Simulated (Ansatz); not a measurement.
AgTi2CO2 in space group P-3m1 (No. 164; O on 2d, Ti on 2d, C on 1a, Ag on 1b) at seven volumes, plane-wave PAW r²SCAN+D4 (Ansatz code), shape and atoms relaxed at each. One row is withheld.

```
V (Å³/atom)  P (GPa)
-----------  -------
11.668          3.72
12.053          2.10
12.437          1.02
12.822          0.00
13.207             ?
13.591         -1.37
13.976         -1.67
```

Q: Fit the shown pressures and predict the withheld one.

A: P = (3/2)B₀(x^(7/2) − x^(5/2))[1 + (3/4)(B′ − 4)(x − 1)] with x = (V₀/V)^(2/3). Least squares on the six rows gives V₀ = 12.821 Å³/atom, B₀ = 27.8 GPa, B′ = 7.56. At V = 13.207, x = 0.9804 and P = -0.74 GPa. The run itself gave -0.81 GPa.

A made-up cell: these elements were put on the sites of a structure type; neither database checked (COD, Materials Project) lists it. Its standing as an ambient phase is unchecked. The cell was relaxed with r²SCAN+D4 under the symmetry of its start; whether a distortion lowers the energy is not shown. No spin polarisation was allowed.

Potentials: the later of the program's two PAW sets.
